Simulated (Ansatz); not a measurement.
Cu$_{2}$Sb: input and output

Input file of Ansatz 0.2.0:

```yaml
crystal:
  lattice:
    - [4.007797, 0.0, 0.0]
    - [0.0, 4.007797, 0.0]
    - [0.0, 0.0, 6.115281]
  atoms:
    - { symbol: Cu, position: [0.0, 0.0, 0.0] }
    - { symbol: Cu, position: [0.5, 0.5, 0.0] }
    - { symbol: Sb, position: [0.5, 0.0, 0.7] }
    - { symbol: Sb, position: [0.0, 0.5, 0.3] }
    - { symbol: Cu, position: [0.5, 0.0, 0.27] }
    - { symbol: Cu, position: [0.0, 0.5, 0.73] }
  symmetry: { tolerance: 0.0003 }
kpoints:
  mp_grid: { grid: [8, 8, 6], shift: [0, 0, 0] }
  band_path:
    path:
      - [0.0, 0.0, 0.0]
      - [0.0, 0.5, 0.0]
      - [0.5, 0.5, 0.0]
      - [0.0, 0.0, 0.0]
      - [0.0, 0.0, 0.5]
      - [0.0, 0.5, 0.5]
      - [0.5, 0.5, 0.5]
      - [0.0, 0.0, 0.5]
      - [0.0, 0.5, 0.0]
      - [0.0, 0.5, 0.5]
      - [0.5, 0.5, 0.0]
    npoints: 6
magnetization:
  spin_polarized: false
scf:
  occupations: { method: fermi_dirac }
  lower_state_search: "off"
  max_iter: 200
hamiltonian:
  pseudopotentials: { kind: paw }
  xc: r2scan
basis:
  ecutwfc: 500
  fft_grid_basis: typed
output:
  forces: true
  stress: true
  eigenvalues: true
  bader: true
  populations: true
  elf: true
  write_potential: true
  volumetric_format: npy
  dos:
    e_range: [-12, 8]
    de: 0.05
    projected: { site_lists: { Cu: [Cu], Sb: [Sb] } }
checkpoint:
  read: saved_state
```

The run starts from an earlier solution of this cell. 

Excerpt of what it printed:

```
Free energy (F): -39523.0255 eV
Harris-Foulkes:  -39523.0255 eV  (|F-HF|=9.87e-9)
Internal energy: -39522.9647 eV  (E = F + TS)
E sigma→0 (E₀):  -39522.9951 eV
Entropy (-TS):   -0.0608 eV (-10.126 meV/atom)
Fermi energy:    14.6104 eV
--- Per-component energies (eV) ---
  E_band       = -1945.1981
  E_kinetic    = 1612.8664
  E_local      = -22248.7294  (includes V_loc(G=0)·N_el)
  E_nonlocal   = 2325.3820
  E_hartree    = 10013.2388
  E_xc         = -588.0793
  E_vxc        = -701.2889  (∫ρ·V_xc dr)
  E_paw        = -15933.2394  (= ΣΔE_a)
  E_vpaw       = -3009.1384  (= ΣTr[D̂ρ^β])
  E_aug_tail   = 0.0006  (compensation charges beyond the density's cutoff)
  E_vtau       = 49.2155  (kinetic-family band-sum trace: ∫τ·v_τ [+ j·A + Jᵃ·Aᵃ] dr)
  E_ewald      = -14704.2119
  E_core_change = -0.1924  (= ΣΔE_core)
  E_smearing   = -0.0608  (= −TS)
--- Stress (GPa, compression-positive) ---
       -1.5380       0.0000       0.0000
        0.0000      -1.5380       0.0000
        0.0000       0.0000      -2.0723
  P = ⅓ Tr σ = -1.7161 GPa (-17.161 kbar)
--- Löwdin populations: 6 sites ---
  site symbol       q [e]
     0     Cu     18.5287
     1     Cu     18.5287
     2     Sb     15.5503
     3     Sb     15.5503
     4     Cu     18.5661
     5     Cu     18.5661
  spilling = 0.0067 (of n_electrons = 106.0000)
```

Absolute energies hang on the potentials; compare differences alone.

Origin: a database entry at a rescaled volume.
